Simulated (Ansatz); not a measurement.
In2TeO2:
```xyz
5
Lattice="3.8039 0.0000 0.0000 -1.9019 3.2942 0.0000 0.0000 0.0000 7.2800" Properties=species:S:1:pos:R:3 pbc="T T T"
In     1.9019     1.0981     5.8902
In     0.0000     2.1962     1.3898
Te     0.0000     0.0000     3.6400
O      1.9019     1.0981     0.8664
O      0.0000     2.1962     6.4136
```

Relaxed with PBE.

Question: Which orbitals make up the states near the Fermi level in PBE (plane waves, PAW; program Ansatz)?

Answer: Within 0.5 eV of the Fermi level: Te 5p 53 %, In 5s 17 %, In 5p 12 %, O 2p 12 %. Projections are on Löwdin-orthogonalised atomic valence shells; empty p or d shells of many metals are not among them.

Question: Tabulate the density of states.

Answer: States/eV per cell of 5 atoms, in 0.25 eV bins, energy from the Fermi level.

| E (eV) | total | O 2p | Te 5p | In 5p |
|---|---|---|---|---|
| -7.85 | 0.00 | 0.00 | 0.00 | 0.00 |
| -7.60 | 0.00 | 0.00 | 0.00 | 0.00 |
| -7.35 | 0.68 | 0.31 | 0.08 | 0.03 |
| -7.10 | 2.61 | 1.27 | 0.23 | 0.08 |
| -6.85 | 3.31 | 1.56 | 0.32 | 0.09 |
| -6.60 | 2.89 | 1.44 | 0.23 | 0.10 |
| -6.35 | 2.20 | 1.14 | 0.15 | 0.10 |
| -6.10 | 1.52 | 0.77 | 0.13 | 0.14 |
| -5.85 | 1.29 | 0.73 | 0.07 | 0.19 |
| -5.60 | 1.60 | 0.97 | 0.09 | 0.27 |
| -5.35 | 1.96 | 1.15 | 0.24 | 0.35 |
| -5.10 | 3.07 | 1.85 | 0.41 | 0.55 |
| -4.85 | 3.61 | 2.02 | 0.66 | 0.63 |
| -4.60 | 4.00 | 2.26 | 0.72 | 0.64 |
| -4.35 | 3.01 | 1.86 | 0.46 | 0.44 |
| -4.10 | 3.60 | 2.41 | 0.47 | 0.51 |
| -3.85 | 3.55 | 2.40 | 0.44 | 0.46 |
| -3.60 | 6.59 | 5.04 | 0.46 | 0.71 |
| -3.35 | 2.89 | 2.38 | 0.16 | 0.24 |
| -3.10 | 1.81 | 1.29 | 0.29 | 0.15 |
| -2.85 | 1.67 | 0.96 | 0.46 | 0.16 |
| -2.60 | 3.15 | 1.86 | 0.91 | 0.23 |
| -2.35 | 3.21 | 1.69 | 1.14 | 0.23 |
| -2.10 | 3.01 | 1.33 | 1.31 | 0.19 |
| -1.85 | 1.82 | 0.66 | 0.95 | 0.10 |
| -1.60 | 2.53 | 0.69 | 1.54 | 0.12 |
| -1.35 | 1.03 | 0.18 | 0.66 | 0.08 |
| -1.10 | 0.95 | 0.12 | 0.66 | 0.07 |
| -0.85 | 1.12 | 0.11 | 0.86 | 0.07 |
| -0.60 | 1.11 | 0.08 | 0.91 | 0.06 |
| -0.35 | 0.90 | 0.06 | 0.68 | 0.07 |
| -0.10 | 1.32 | 0.15 | 0.73 | 0.17 |
| 0.15 | 1.47 | 0.19 | 0.74 | 0.19 |
| 0.40 | 1.55 | 0.25 | 0.59 | 0.22 |
| 0.65 | 1.65 | 0.35 | 0.31 | 0.27 |
| 0.90 | 2.12 | 0.45 | 0.39 | 0.33 |
| 1.15 | 1.38 | 0.27 | 0.27 | 0.20 |
| 1.40 | 0.83 | 0.16 | 0.15 | 0.13 |
| 1.65 | 2.61 | 0.50 | 0.50 | 0.31 |
| 1.90 | 2.57 | 0.49 | 0.48 | 0.24 |
| 2.15 | 1.38 | 0.24 | 0.27 | 0.10 |
| 2.40 | 0.38 | 0.06 | 0.08 | 0.01 |
| 2.65 | 0.05 | 0.01 | 0.01 | 0.00 |
| 2.90 | 0.00 | 0.00 | 0.00 | 0.00 |
| 3.15 | 0.21 | 0.02 | 0.01 | 0.13 |
| 3.40 | 1.60 | 0.13 | 0.07 | 0.97 |
| 3.65 | 2.68 | 0.30 | 0.13 | 1.55 |
| 3.90 | 1.81 | 0.22 | 0.08 | 1.03 |
| 4.15 | 0.93 | 0.11 | 0.04 | 0.54 |
| 4.40 | 0.71 | 0.08 | 0.03 | 0.43 |
| 4.65 | 1.59 | 0.14 | 0.08 | 0.85 |

Space group P-3m1. The start of the workflow was typed in or built on a structure type; neither database checked (COD, Materials Project) lists it. Its standing as an ambient phase is unchecked. Symmetry was held in the PBE relaxation; whether a distortion lowers the energy is not shown. Scalar-relativistic: spin–orbit coupling is off unless named, which matters more the heavier the elements.

Potentials: the earlier of the program's two PAW sets.
